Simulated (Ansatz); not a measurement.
HfO$_{2}$:
```cif
data_Hf2O4
_chemical_formula_sum 'Hf2 O4'
_space_group_name_H-M_alt 'P42/mnm'
_space_group_IT_number 136
_space_group_name_Hall '-P 4n 2n'
_cell_length_a 4.78886
_cell_length_b 4.78886
_cell_length_c 3.18585
_cell_angle_alpha 90.000
_cell_angle_beta 90.000
_cell_angle_gamma 90.000
loop_
_atom_site_label
_atom_site_type_symbol
_atom_site_symmetry_multiplicity
_atom_site_Wyckoff_symbol
_atom_site_fract_x
_atom_site_fract_y
_atom_site_fract_z
_atom_site_occupancy
Hf1 Hf 2 a 0.00000 0.00000 0.00000 1
O1 O 4 f 0.30489 0.30489 0.00000 1
```

Relaxed with LDA.

Task: Give the optical modes at the zone centre with their infrared activity from DFPT, LDA (plane waves, PAW; program Ansatz).

Result: Transverse frequencies, without the LO–TO term; a row sums one degenerate level.

```csv
ω (cm⁻¹),degeneracy,IR ((D/Å)²/amu),activity,symmetry
94,1,0.00,IR-inactive,B1u
115,1,0.00,IR-inactive,B1g
203,2,38.47,IR,Eu
221,2,11.89,IR,Eu
285,1,67.18,IR,A2u
384,1,0.00,IR-inactive,A2g
423,1,0.00,IR-inactive,B1u
470,2,69.06,IR,Eu
496,2,0.00,IR-inactive,Eg
646,1,0.00,IR-inactive,A1g
807,1,0.00,IR-inactive,B2g
```

Task: How high does the top mode go among those that the LO–TO term moves?

Result: 736 cm⁻¹ for q along x, 736 cm⁻¹ for q along y, 675 cm⁻¹ for q along z.

Space group P4_2/mnm (rutile). The first step of the workflow began from a Materials Project structure, measured or hypothetical; the Crystallography Open Database copy checked does not list it. It is not the phase usual at ambient conditions (space group No. 14, 29). Symmetry was held in the LDA relaxation; of distortions, only those at the zone centre were tested. The run is not spin-polarised. Spin–orbit coupling is left out wherever it is not named.

Potentials: the later of the program's two PAW sets.
